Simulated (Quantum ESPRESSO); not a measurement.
Kohn-Sham bands of TaNi3 (Fmmm)

```xyz
4
Lattice="2.5464 2.5511 0.0000 2.5464 -2.5511 0.0000 -2.5464 0.0000 -3.7045" Properties=species:S:1:pos:R:3 pbc="T T T"
Ta     0.0000     0.0000     0.0000
Ni     2.5464     0.0000     0.0000
Ni    -1.2732     1.2756    -1.8523
Ni    -1.2732    -1.2756    -1.8523
```

Cell from Materials Project (mp-570491), symmetrised, no further relaxation. Not found in the COD (Crystallography Open Database) copy used, which has the formula in other groups; not checked further. The atoms lie within 0.1 Å of the higher space group I4/mmm. Method: PBEsol plane waves in Quantum ESPRESSO 7.5 (PseudoDojo norm-conserving files, 79 Ry, no spin polarisation, no spin-orbit coupling), Bloch states on a 4×4×4 mesh through Γ, Wannier90 4.0.1. Density: 14×14×14 mesh, cold smearing 0.01 Ry. A non-magnetic state is assumed; magnetic ones were not tried. Spin-orbit coupling is left out although heavy elements are present.

### Question
List the Kohn-Sham levels between −8 and 3.0 eV relative to the Fermi level at the high-symmetry points, as a band run of pw.x on that density gives them (levels within 2 meV counted together).

### Answer
| point | k (reciprocal lattice) | levels (eV) |
|---|---|---|
| Γ | 0.000 0.000 0.000 | -5.01, -4.44, -4.22, -3.46, -2.85, -2.84, -2.71, -2.70, -2.28, -1.97, -1.96, -1.49, -1.24, -0.90, -0.33, 1.15, 1.17, 1.35 (×2), 2.08 |
| Y | 0.500 -0.500 0.000 | -5.31, -5.25, -4.28, -3.86, -2.97, -2.84, -2.66, -2.52, -2.36, -2.24, -2.12, -1.98, -1.57, -1.29, -1.17, -0.72, -0.29, 0.22, 0.93, 1.01, 1.48, 1.92 |
| C_0 | 0.619 -0.381 -0.119 | -5.29, -5.16, -4.17, -3.88, -3.21, -3.03, -2.77, -2.61, -2.39, -2.15, -2.10, -1.89, -1.54, -1.30, -1.08, -1.06, -0.76, -0.53, 0.95, 1.62, 1.84, 1.95 |
| A_0 | 0.381 0.381 -0.881 | -5.29, -5.16, -4.17, -3.88, -3.21, -3.03, -2.77, -2.61, -2.39, -2.15, -2.10, -1.89, -1.54, -1.30, -1.08, -1.06, -0.76, -0.53, 0.95, 1.62, 1.84, 1.95 |
| Z | 0.000 0.000 -0.500 | -6.82, -5.93, -5.45, -4.48, -4.18, -4.18, -3.41, -3.14, -2.02, -1.46, -1.45, -1.45, -0.94, -0.93, -0.82, -0.76, -0.33, 1.72, 2.58, 2.64, 2.64 |
| B_0 | 0.382 -0.382 -0.500 | -5.30, -5.16, -4.16, -3.86, -3.21, -3.03, -2.76, -2.61, -2.40, -2.16, -2.09, -1.88, -1.54, -1.30, -1.08, -1.07, -0.76, -0.53, 0.97, 1.62, 1.84, 1.92 |
| D_0 | 0.618 0.382 -0.500 | -5.30, -5.16, -4.16, -3.86, -3.21, -3.03, -2.76, -2.61, -2.40, -2.16, -2.09, -1.88, -1.54, -1.30, -1.08, -1.07, -0.76, -0.53, 0.97, 1.62, 1.84, 1.92 |
| T | 0.500 0.500 -0.500 | -5.32, -5.25, -4.27, -3.84, -2.97, -2.85, -2.65, -2.50, -2.37, -2.23, -2.13, -1.96, -1.58, -1.30, -1.17, -0.73, -0.31, 0.19, 0.91, 1.04, 1.49, 1.91 |
| G_0 | 0.500 0.500 -0.748 | -5.23, -4.82, -4.80, -4.35, -2.51, -2.51, -2.40, -2.29, -2.17, -2.13, -1.95, -1.94, -1.68, -1.58, -1.58 (×2), -0.94, 0.82, 0.85, 1.12, 1.14 |
| H_0 | 0.500 -0.500 -0.252 | -5.23, -4.82, -4.80, -4.35, -2.51, -2.51, -2.40, -2.29, -2.17, -2.13, -1.95, -1.94, -1.68, -1.58, -1.58 (×2), -0.94, 0.82, 0.85, 1.12, 1.14 |
| L | 0.500 0.000 -0.500 | -6.00, -5.25, -3.80, -3.29, -3.22, -3.05, -3.04, -2.99, -2.82, -2.68, -2.27, -1.88, -1.59, -1.43, -1.38, -0.92, -0.77, -0.45, 0.32, 1.99, 2.44, 2.94 |
